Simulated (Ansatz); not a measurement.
An element in the diamond structure gives these cold pressures by all-electron LAPW under LDA (Ansatz 0.2.0, scalar-relativistic, no spin polarisation).

| V (Å³/atom) | P (GPa) |
| --- | --- |
| 33.40 | 0.02 |
| 29.39 | 5.27 |
| 26.05 | 15.28 |
| 22.71 | 36.4 |
| 19.37 | 82.3 |
| 16.70 | 159.3 |
| 14.36 | 291.8 |

(1) Which element is it?

Answers

(1) Hg. Its zero-pressure volume in this structure is near 33.4 Å³/atom; the volume and the steepness of P(V) together point to it, though neighbours can come close. Neighbours weren't tried against these numbers.
